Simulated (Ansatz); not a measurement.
# Cr (Im-3m): the volume from the results

```yaml
crystal:
  lattice:
    - [2.96890, 0.00000, 0.00000]
    - [0.00000, 2.96890, 0.00000]
    - [0.00000, 0.00000, 2.96890]
  atoms:
    - { symbol: Cr, position: [0.00000, 0.00000, 0.00000] }
    - { symbol: Cr, position: [0.50000, 0.50000, 0.50000] }
```

The reference geometry is a structure from the Materials Project; nothing is relaxed.

Settings: PBE, 11×11×11 k mesh, Fermi–Dirac smearing of 0.05 eV. PAW means Ansatz 0.2.0 on its default frozen-core files. Site moments are integrated in spheres about the atoms. Start moments (μB): Cr1 -3, Cr2 3.

The cell is scaled evenly, and every run starts from the same moments. Some of the runs:

| V/V₀ | cell moment (μB) | largest site moment (μB) | F − F(V₀) (meV/atom) | pressure (GPa) |
| --- | --- | --- | --- | --- |
| 0.8 | 0.00 | 0.00 | 44 | 31.3 |
| 0.9 | 0.00 | 1.01 | -66 | -0.2 |
| 1 | 0.00 | 1.69 | 0 | -13.7 |

Question: Another run of the series gave cell moment (μB) = 0.00, largest site moment (μB) = 0.00, F − F(V₀) (meV/atom) = 396, pressure (GPa) = 80.6. At which V/V₀ was it made?
A. 0.95
B. 0.85
C. 1.18
D. 1.05
E. 1.1
F. 0.72

Answer: F. V/V₀ = 0.72.

Question: Another run of the series gave cell moment (μB) = 0.00, largest site moment (μB) = 0.63, F − F(V₀) (meV/atom) = -42, pressure (GPa) = 12.6. At which V/V₀ was it made?
A. 1.05
B. 0.85
C. 1.18
D. 0.72
E. 1.1
F. 0.95

Answer: B. V/V₀ = 0.85.

The whole series:

```tsv
V/V₀	cell moment (μB)	largest site moment (μB)	F − F(V₀) (meV/atom)	pressure (GPa)
0.72	0.00	0.00	396	80.6
0.8	0.00	0.00	44	31.3
0.85	0.00	0.63	-42	12.6
0.9	0.00	1.01	-66	-0.2
0.95	0.00	1.35	-46	-8.6
1	0.00	1.69	0	-13.7
1.05	0.00	1.98	63	-16.8
1.1	0.00	2.25	135	-18.7
1.18	0.00	2.59	263	-20.3
```

This cell lies far from its zero-pressure volume, so the numbers describe the cell as given rather than the relaxed compound. Under strong compression frozen cores are worth checking against an all-electron run. The Ansatz runs typed with the search for lower states off end where their start leads. None of this fixes the real material's magnetic order: only patterns that fit the cell were computed, at zero temperature, with a functional that can overstate moments.
